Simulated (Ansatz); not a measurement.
Relaxed-ion elastic tensor of Au (diamond, Fd-3m) in GPa (Voigt order), plane-wave PAW PBEsol (Ansatz code); density 11.95 g/cm³, 27.37 Å³ per atom.

|  | 1 | 2 | 3 | 4 | 5 | 6 |
|---|---|---|---|---|---|---|
| 1 | 59.8 | 72.7 | 72.7 | 0.0 | 0.0 | 0.0 |
| 2 | 72.7 | 59.8 | 72.7 | 0.0 | 0.0 | 0.0 |
| 3 | 72.7 | 72.7 | 59.8 | 0.0 | 0.0 | 0.0 |
| 4 | 0.0 | 0.0 | 0.0 | -10.1 | 0.0 | 0.0 |
| 5 | 0.0 | 0.0 | 0.0 | 0.0 | -10.1 | 0.0 |
| 6 | 0.0 | 0.0 | 0.0 | 0.0 | 0.0 | -10.1 |

Problem. Is the crystal mechanically stable?

Solution. No: the smallest eigenvalue of C is -12.9 GPa.

The start of the workflow was typed in or built on a structure type; neither database checked (COD, Materials Project) lists it. It is not the phase usual at ambient conditions (space group No. 225). Symmetry was held in the PBEsol relaxation. At this level the phase is mechanically unstable. As this level gives no gap, shear constants depend on the k-mesh and smearing (Fermi–Dirac, 0.1 eV here). Scalar-relativistic: spin–orbit coupling is off unless named, which matters more the heavier the elements.

Potentials: the later of the program's two PAW sets.
